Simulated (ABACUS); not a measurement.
A self-consistent single point of Ti (P6/mmm, 3 atoms in the cell; from Materials Project mp-72, changed as shown).

```xyz
3
Lattice="4.5674 0.0000 0.0000 -2.2837 3.9555 0.0000 0.0000 0.0000 2.7697" Properties=species:S:1:pos:R:3 pbc="T T T"
Ti     0.0000     0.0000     0.0000
Ti     0.0000     2.6370     1.3849
Ti     2.2837     1.3185     1.3849
```

Method: PBEsol, PseudoDojo 0.4 standard norm-conserving PBEsol (tails mended) pseudopotentials (plane waves; ABACUS).

ABACUS settings:

- KPT = Gamma 8 8 12 0 0 0
- basis_type = pw
- ecutwfc = 84 Ry
- smearing_method = mp
- smearing_sigma = 0.0199916 Ry
- potentials = PseudoDojo 0.4 standard norm-conserving PBEsol (tails mended)
- symmetry = 1
- symmetry_prec = 1e-05
- ks_solver = dav
- scf_nmax = 100
- scf_thr = 1.0e-09 Ry
- mixing_type = pulay
- mixing_beta = 0.4

Results:

| Property | Value |
|---|---|
| Number of valence electrons | 36 |
| Number of bands | 28 |
| Number of k-points after the program's reduction | 70 |
| Number of plane waves (most at a k-point) | 4432 |
| Number of SCF iterations | 10 |
| FFT grid | 54 × 54 × 32 |
| Free energy E − TS | -4840.9985 eV |
| Fermi level (on the code's own zero) | 13.77 eV |
| Pressure | -1.42 GPa |

Stress (GPa, positive for compression):
```
-2.93   0.00   0.00
 0.00  -2.93   0.00
 0.00   0.00   1.59
```

For comparison: a first run was changed to give this one (lattice vector c scaled by 0.98), and from it to this one the free energy falls by 2.2 meV/atom and the pressure goes from -3.76 to -1.42 GPa.

The structure comes from a collection of computed structures, made at another level of theory; the collection holds predicted forms beside known ones.

Cost on one core: about 4 core-minutes (a rough figure).

“Tails mended”: in these copies of the files the far tail of each local potential was reset to the Coulomb form.
